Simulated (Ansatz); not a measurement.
A 3-atom cell of SnSe2 started from a crystallographic database, relaxed with r2SCAN+rVV10: 6 runs in the PAW code Ansatz, each a construction of maximally localised Wannier functions. Space group P-3m1 (No. 164), trigonal; a = 3.825 Å, c = 6.227 Å in the conventional setting, 26.30 Å³ an atom. Sn has 6 Se at 2.71 Å; Se has 3 Sn at 2.71 Å. The values are computed, spin-unpolarised, and not measurements.

```yaml
crystal:
  lattice:
    - [3.82516, 0.00000, 0.00000]
    - [-1.91258, 3.31269, 0.00000]
    - [0.00000, 0.00000, 6.22706]
  atoms:
    - { symbol: Sn, position: [0.00000, 0.00000, 0.00000] }
    - { symbol: Se, position: [0.33333, 0.66667, 0.25308] }
    - { symbol: Se, position: [0.66667, 0.33333, 0.74692] }
```

Windows count from the top of the filled bands; a dash means that no such window was set (without an outer window there is no disentanglement). Rows marked drawn have settings drawn at random (some not listed).

| functional | SCF mesh | trial orbitals | functions | mesh | window (eV) | frozen (eV) | settings | Ω total (Å²) | Ω invariant (Å²) | largest spread (Å²) | least projectability | interpolation miss of the model's filled bands (eV, to the nearest computed level) |
| --- | --- | --- | --- | --- | --- | --- | --- | --- | --- | --- | --- | --- |
| PBE | 6×6×4 | Se s, Se p | 8 | 6×6×4 | – | – | chosen | 15.73 | 14.00 | 2.01 | 0.55 | 0.091 |
| PBE | 6×6×4 | Se s, Se p | 8 | 12×12×4 | – | – | chosen | 16.70 | 15.05 | 2.16 | 0.55 | 0.060 |
| r2SCAN | 6×6×4 | Se s, Se p | 8 | 6×6×4 | – | – | chosen | 15.08 | 13.42 | 1.93 | 0.57 | 0.076 |
| HSE06 | 6×6×4 | Se s, Se p | 8 | 6×6×4 | – | – | chosen | 14.82 | 13.23 | 1.90 | 0.60 | – |
| PBE | 6×6×4 | Se s, Se p (loose tolerance) | 8 | 6×6×4 | – | – | drawn | 15.73 | 14.00 | 2.01 | 0.55 | 0.091 |

Question: Estimate from these rows what the further settings give.
```
functional  SCF mesh  trial orbitals  functions   mesh  window (eV)  frozen (eV)  settings
       PBE     6×6×4      Se s, Se p          8  6×6×2            –            –    chosen
```

Answer:
```json
{"functional": "PBE", "SCF mesh": "6×6×4", "trial orbitals": "Se s, Se p", "functions": "8", "mesh": "6×6×2", "window (eV)": "–", "frozen (eV)": "–", "settings": "chosen", "Ω total (Å²)": "15.06", "Ω invariant (Å²)": "13.23", "largest spread (Å²)": "1.93", "least projectability": "0.55", "interpolation miss of the model's filled bands (eV, to the nearest computed level)": "0.252"}
```

For Se s, Se p with PBE the spread goes 15.06 Å² (6×6×2), 15.73 Å² (6×6×4), 16.70 Å² (12×12×4): finite differences on a coarse mesh understate it.

No spin-orbit coupling is included; it can move band edges with weight on the heavy atoms by tenths of an eV.
